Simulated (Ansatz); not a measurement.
Starting cell, CsSnI₃ (cubic perovskite):

```yaml
crystal:
  lattice:
    - [6.27175, 0.00000, 0.00000]
    - [0.00000, 6.27175, 0.00000]
    - [0.00000, 0.00000, 6.27175]
  atoms:
    - { symbol: Cs, position: [0.00000, 0.00000, 0.00000] }
    - { symbol: Sn, position: [0.50000, 0.50000, 0.50000] }
    - { symbol: I, position: [0.00000, 0.50000, 0.50000] }
    - { symbol: I, position: [0.50000, 0.50000, 0.00000] }
    - { symbol: I, position: [0.50000, 0.00000, 0.50000] }
```

Two-dimensional scan of atom 2 (Sn, nearest neighbour I at 3.136 Å; its periodic images, 6.3 Å or more away, move with it): u runs along (1.000, 0.000, 0.000), v along (0.000, 1.000, 0.000) (Cartesian). Cell and other atoms are fixed.

Level of theory: PBE (plane waves to 420 eV, PAW, scalar-relativistic; Ansatz, an electronic-structure program). k mesh 5×5×5 (Γ-centred), Fermi-Dirac smearing 0.05 eV. Fu and Fv are the components of the force on the atom. CsSnI3 was relaxed with its symmetry unable to fall. Spin-orbit coupling is left out, though I is heavy. This is a high-temperature form of CsSnI3. 

```csv
Fu (eV/Å),u = -0.470,u = -0.235,u = 0.000,u = 0.235,u = 0.470
v = -0.470,___,___,0.00,___,___
v = -0.235,1.82,0.35,0.00,-0.35,-1.82
v = 0.000,1.86,___,0.00,___,-1.86
v = 0.235,1.82,0.35,0.00,-0.35,-1.82
v = 0.470,___,___,0.00,___,___
```

Task: What belongs in the gaps?

Result: 
- v = -0.470, u = -0.470: 1.61
- v = -0.470, u = -0.235: 0.32
- v = -0.470, u = 0.235: -0.32
- v = -0.470, u = 0.470: -1.61
- v = 0.000, u = -0.235: 0.33
- v = 0.000, u = 0.235: -0.33
- v = 0.470, u = -0.470: 1.61
- v = 0.470, u = -0.235: 0.32
- v = 0.470, u = 0.235: -0.32
- v = 0.470, u = 0.470: -1.61

(A displaced cell: forces are minus the slopes of the energy, force constants its curvatures, and phonons follow from these.)
